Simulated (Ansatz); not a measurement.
GaAs:
```cif
data_As4Ga4
_chemical_formula_sum 'Ga4 As4'
_space_group_name_H-M_alt 'F-43m'
_space_group_IT_number 216
_space_group_name_Hall 'F -4 2 3'
_cell_length_a 5.66541
_cell_length_b 5.66541
_cell_length_c 5.66541
_cell_angle_alpha 90.000
_cell_angle_beta 90.000
_cell_angle_gamma 90.000
loop_
_atom_site_label
_atom_site_type_symbol
_atom_site_symmetry_multiplicity
_atom_site_Wyckoff_symbol
_atom_site_fract_x
_atom_site_fract_y
_atom_site_fract_z
_atom_site_occupancy
Ga1 Ga 4 a 0.00000 0.00000 0.00000 1
As1 As 4 c 0.25000 0.25000 0.25000 1
```
(The calculation used a cell of 2 atoms; values per cell refer to that cell.)

Relaxed with DFT-r²SCAN in the program Ansatz with PAW potentials. Indices refer to the conventional cell of F-43m, a = b = c = 5.6654 Å, α = β = γ = 90.00°.

Simulate the powder diffraction pattern (Fe Kα, λ = 1.93735 Å; lines above 1 %) up to 2θ = 90°.

Simulated powder pattern, Fe Kα, λ = 1.93735 Å (kinematic, ideal powder, no thermal factors, no anomalous dispersion; the 30 strongest lines at most, above 1 %, up to 2θ = 90°):

```
2θ (°)  d (Å)  I/Imax (%)    hkl
------  -----  ----------  -----
34.45   3.271         100  (111)
57.84   2.003          71  (220)
69.09   1.708          42  (311)
86.30   1.416          12  (400)
```

Symmetry was held in the r²SCAN relaxation; phonons on a q-mesh show no instability.

Potentials: the earlier of the program's two PAW sets.
